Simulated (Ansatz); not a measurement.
Input:

AlNi (CsCl type)

```
AlNi
1.0
    2.89304     0.00000     0.00000
    0.00000     2.89304     0.00000
    0.00000     0.00000     2.89304
Al Ni
1 1
Direct
  0.00000   0.00000   0.00000
  0.50000   0.50000   0.50000
```

Scan: atom 2 (Ni, nearest neighbour Al at 2.505 Å; its periodic images, 2.9 Å or more away, move with it) is displaced along Cartesian x, direction (1.000, 0.000, 0.000) in Cartesian axes, by s. The other atoms stay.

All values below come from PBE (plane waves to 420 eV, PAW, scalar-relativistic; Ansatz, a program for electronic structure). k mesh 13×13×13 (Γ-centred), Fermi-Dirac smearing 0.05 eV. E stands for the smeared free energy. With partly filled bands, energies and forces of such displacements shift with the k mesh and the smearing. AlNi is run without spin polarisation. AlNi was relaxed with its symmetry unable to fall. ΔE is measured from the undisplaced structure.

The scan covers s from -0.500 to 0.500 Å in 11 points.

Task: Is the energy the same for equal positive and negative displacements?

Result: Even: the same for both signs. With its periodic images moving along, the atom's site symmetry in this cell is m-3m.

Task: What is the force constant k = d²E/ds² of this move at s = 0?

Result: 5.66 eV/Å².

(For displaced atoms, the force is minus the slope of the energy, and its curvature is a force constant, which sets phonon frequencies.)
